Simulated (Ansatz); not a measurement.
Data:

W:
```cif
data_W6
_chemical_formula_sum 'W6'
_space_group_name_H-M_alt 'P 1'
_space_group_IT_number 1
_cell_length_a 5.22417
_cell_length_b 5.22417
_cell_length_c 5.22417
_cell_angle_alpha 60.000
_cell_angle_beta 60.000
_cell_angle_gamma 60.000
loop_
_space_group_symop_operation_xyz
  'x, y, z'
loop_
_atom_site_label
_atom_site_type_symbol
_atom_site_fract_x
_atom_site_fract_y
_atom_site_fract_z
_atom_site_occupancy
W1 W 0.75000 0.75000 0.75000 1
W2 W 0.50000 0.50000 0.50000 1
W3 W 0.12500 0.62500 0.12500 1
W4 W 0.12500 0.12500 0.12500 1
W5 W 0.62500 0.12500 0.12500 1
W6 W 0.12500 0.12500 0.62500 1
```

This is the PBE-relaxed structure.

Q: All from the program Ansatz at the PBE level (PAW), unless another level is named. Estimate the density of states at the Fermi level.

A: 1.6 states/eV per atom (mean over ±0.08 eV).

Q: Predict the gap with spin–orbit coupling.

A: none (metallic).

Space group Fd-3m. The start of the workflow was typed in or built on a structure type; neither database checked (COD, Materials Project) lists it. It is not the phase usual at ambient conditions (space group No. 229). The PBE relaxation kept the symmetry of its start; its stability against distortions is not shown here. The run is not spin-polarised. Spin–orbit coupling is left out wherever it is not named.

Potentials: the later of the program's two PAW sets.
